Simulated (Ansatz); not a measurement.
## Relaxing a structure of BeNi

The relaxed structure here is a generated cell of BeNi: the first start was made by placing the elements on the sites of a structure type, and the end was not matched to a known phase here, so it may be hypothetical.

The start is a generated cell, BeNi placed in the AFLOW prototype AB_hP6_191_f_ad (B35, as in CoSn). The cell and all atomic positions are relaxed at zero pressure with PBEsol (plane waves to 420 eV, PAW, scalar-relativistic; Ansatz, a quantum-chemistry and plane-wave program). The first steps use a coarse 9×9×10 k-mesh.

Starting cell:
```
BeNi
1.0
    4.20453     0.00000     0.00000
   -2.10227     3.64123     0.00000
    0.00000     0.00000     3.39270
Ni Be
3 3
Direct
  0.50000   0.00000   0.00000
  0.50000   0.50000   0.00000
  0.00000   0.50000   0.00000
  0.00000   0.00000   0.00000
  0.33333   0.66667   0.50000
  0.66667   0.33333   0.50000
```
Spin-polarised start, with parallel moments on Ni.

* **Initial pressure**: +62.0 GPa (positive: the cell is compressed)
* **Energy released**: 0.41 eV/atom
* **Volume change**: +25.7 %, from 8.66 to 10.89 Å³/atom
* **Band gap at the end**: no gap (metallic)
* **Moments at the end**: zero (the starting moments vanished)
* **Optimiser moves**: 13

Final values are on a 12×12×13 k-mesh of the relaxed cell. No spin polarisation in the result: the starting moments vanished. A magnetic state may lie lower.

The run could not lose the symmetry of its start; a randomly shaken copy of 12 atoms returns to this structure.

All atoms sit on sites fixed by symmetry, so only the cell could relax.
